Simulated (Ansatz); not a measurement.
Data:

BeTe:
```yaml
crystal:
  lattice:
    - [0.00000, 2.82856, 2.82856]
    - [2.82856, 0.00000, 2.82856]
    - [2.82856, 2.82856, 0.00000]
  atoms:
    - { symbol: Te, position: [0.75000, 0.75000, 0.75000] }
    - { symbol: Be, position: [0.00000, 0.00000, 0.00000] }
```

This is the r²SCAN-relaxed structure.

Question: All from plane-wave PAW r²SCAN (Ansatz code), unless another level is named. Give the smallest direct gap on the standard path.

Answer: 4.04 eV.

Question: Predict the hole effective mass, band 2 of 3 at the edge.

Answer: 0.35 along [100], 0.35 along [110], 0.82 along [111] (mₑ).

Question: Next, the electron effective mass with spin–orbit coupling?

Answer: 0.25, 0.25, 2.1 mₑ (principal values).

Question: And the HSE06 gap on the r²SCAN cell?

Answer: 2.69 eV.

Space group F-43m (zinc blende). The cell was relaxed with r²SCAN under the symmetry of its start; of distortions, only those at the zone centre were tested. Scalar-relativistic: spin–orbit coupling is off unless named, which matters more the heavier the elements.

Potentials: the later of the program's two PAW sets.
